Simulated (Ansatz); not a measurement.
## Electric field gradients in InPt₃

These are results of DFT LDA, scalar-relativistic, plane waves, PAW in Ansatz, not measurements. Plane waves to 420 eV; Γ-centred k mesh 10×10×10; Fermi-Dirac smearing of 0.15 eV. No spin polarisation.

The cell, relaxed at this level:
```xyz
4
Lattice="3.9664 0.0000 0.0000 0.0000 3.9664 0.0000 0.0000 0.0000 3.9664" Properties=species:S:1:pos:R:3 pbc="T T T"
In    0.0000    0.0000    0.0000
Pt    1.9832    1.9832    0.0000
Pt    0.0000    1.9832    1.9832
Pt    1.9832    0.0000    1.9832
```

In a metal these results depend on the k mesh and the smearing. Spin–orbit coupling is left out, which matters for gradients at heavy nuclei.

Give V_zz (10²¹ V/m²) and the asymmetry η at each distinct site.

Answers

| atom | V_zz | η |
| --- | --- | --- |
| In (atom 1) | 0.000 | zero by symmetry |
| Pt (atom 2) | -10.00 | 0.00 |

Cost: 1 run of about 0.16 core-minutes, on Arm Neoverse V1 (shared hosts).